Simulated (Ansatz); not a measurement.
**HfF2: reading a single point**

```
CELL_PARAMETERS angstrom
3.43862 0.00000 0.00000
1.71931 -6.82199 0.00000
0.00000 0.00000 -3.40959
ATOMIC_POSITIONS crystal
F 0.44100 0.11800 0.75000
F 0.55900 0.88200 0.25000
Hf 0.10600 0.78800 0.75000
Hf 0.89400 0.21200 0.25000
F 0.75000 0.50000 0.75000
F 0.25000 0.50000 0.25000
```

Single point in Ansatz 0.2.0 with r2SCAN, no spin polarisation. Cutoff 500 eV, PAW datasets, 8×8×8 Γ-centred k mesh, methfessel-paxton filling (width 0.1005 eV).

- Electronic structure: It is a metal, with about 3.9 states/eV a cell as the mean within 0.25 eV of the Fermi level, mostly Hf d (76 %).
- Stress: The pressure is -12.9 GPa (compression positive), so with the atoms held at these fractions the cell would first shrink; the forces are large, so a full relaxation may end otherwise. The principal stresses -32.6, -8.8, 2.8 GPa differ, so its shape would change too.
- Formation energy: -2.04 eV an atom against the elements' usual phases (free molecules for gases, crystals otherwise, with no correction for O₂ or N₂), so it is bound against them; other compounds may still compete. Relaxing would lower it.
- Forces: The largest is on F1 (and as large on other atoms): 2.28 eV/Å, components (0.00, -2.28, 0.00). It makes 133° with the line to a nearest neighbour, F2 at 2.34 Å.

Origin: a known structure type with other elements, at an estimated volume, so it need not be a known compound. Caveats: many states at the Fermi level without spin polarisation, so a magnetic state may lie lower; atoms or cell far from equilibrium.
